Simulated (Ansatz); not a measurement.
Ga$_{2}$O$_{3}$ in space group Pna2_1 (No. 33; Pearson symbol oP40), DFT-r²SCAN in the program Ansatz with PAW potentials. The conduction-band minimum lies at Γ, with 1 equivalent valley. Second derivatives d²E/dk² of the lowest band at one valley (eV·Å²), along Cartesian directions:

| direction | d²E/dk² |
|---|---|
| [100] | 30.09 |
| [010] | 29.88 |
| [001] | 29.58 |
| [110] | 29.98 |
| [101] | 29.84 |
| [011] | 29.73 |

Find the principal effective masses, the density-of-states mass and the conductivity mass.

Off-diagonal terms follow from H_xy = H[110] − (H_xx + H_yy)/2, and m*/mₑ = 7.620 eV·Å² over each eigenvalue: 0.25, 0.26, 0.26. One valley's DOS mass (m₁m₂m₃)^(1/3) = 0.26, conductivity mass 3/(Σ 1/mᵢ) = 0.26 mₑ.

What effective density of states Nc follows at 300 K for parabolic valleys?

Nc = 2.509e19 × 1 × (0.26)^(3/2) ≈ 3.3e18 cm⁻³.

The start of the workflow was typed in or built on a structure type; neither database checked (COD, Materials Project) lists it. It is not the phase usual at ambient conditions (space group No. 12, 167). The cell was relaxed with r²SCAN under the symmetry of its start; whether a distortion lowers the energy is not shown. Scalar-relativistic: spin–orbit coupling is off unless named, which matters more the heavier the elements.

Potentials: the later of the program's two PAW sets.

Edges and masses are those of Kohn–Sham bands, whose gap is no quasiparticle gap.
